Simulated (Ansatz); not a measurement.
The guess for ZrH₆ was made by a generator: random cell by space group and Wyckoff sites (Cmm2, No. 35). Lengths were set from tabulated atomic sizes, so they are only a guess.

```cif
data_structure
_symmetry_space_group_name_H-M 'P 1'
_symmetry_Int_Tables_number 1
_cell_length_a 3.1565
_cell_length_b 3.1565
_cell_length_c 6.3998
_cell_angle_alpha 90.000
_cell_angle_beta 90.000
_cell_angle_gamma 116.773
_cell_volume 56.93
loop_
_atom_site_label
_atom_site_type_symbol
_atom_site_fract_x
_atom_site_fract_y
_atom_site_fract_z
_atom_site_occupancy
Zr1 Zr 0.50000 0.50000 0.07691 1
H1 H 0.84692 0.67678 0.78158 1
H2 H 0.15308 0.32322 0.78158 1
H3 H 0.67678 0.84692 0.78158 1
H4 H 0.32322 0.15308 0.78158 1
H5 H 0.14035 0.14035 0.18704 1
H6 H 0.85965 0.85965 0.18704 1
```

Level of theory: Ansatz, DFT PBE, scalar-relativistic, plane waves, PAW. Cutoff 420 eV, Gaussian smearing, Γ-centred meshes. Cell and atoms relax first on a coarse mesh and then on a finer one. In between, the cell is made exact in the group found at 0.06 Å. In metals the finer mesh still leaves noise of several meV/atom or more. The steps can't lower the symmetry of their start. No spin polarisation in the relaxation; trial moments died out in a coarse test.

A guess keeps its type if space group and coordination stay and the shape of the cell changes little (axis ratios within about 15 %, angles within 6°); the volume may change.

Question: Does it keep its structure type, or change into something else?

Answer: It doesn't keep its type. The symmetry stays Cmm2 (No. 35). The volume per atom grows by 64.7 %, from 8.1 to 13.4 Å³. The shortest distance goes from 0.91 Å (H–H) to 0.75 Å (H–H). Counting neighbours within 15 % of an atom's shortest distance, the start has H 1, Zr 2 and the end H 1, Zr 4. In detail, at the end Zr is surrounded by 4 H at 1.98 Å, 4 H at 2.81 Å and 4 Zr at 3.18 Å; around H on a site of symmetry 1 lie 1 H at 0.88 Å, 1 H at 1.61 Å, 2 H at 1.95–2.00 Å and 1 Zr at 1.98 Å; H on a site of symmetry m has 1 H at 0.75 Å.

```
CELL_PARAMETERS angstrom
1.97164 -2.49127 0.00000
1.97164 2.49127 0.00000
0.00000 0.00000 9.54163
ATOMIC_POSITIONS crystal
Zr 0.50000 0.50000 0.89386
H 0.84179 0.66449 0.72052
H 0.15821 0.33551 0.72052
H 0.66449 0.84179 0.72052
H 0.33551 0.15821 0.72052
H 0.09516 0.09516 0.40069
H 0.90484 0.90484 0.40069
```

The last run used a 12×12×4 mesh (in the run's order of axes) for its 7-atom cell and Gaussian smearing of 0.10 eV. No dispersion correction is applied, so the spacing and binding between layers, chains or molecules are poorly described. A structure relaxed within its symmetry needn't be a true minimum.
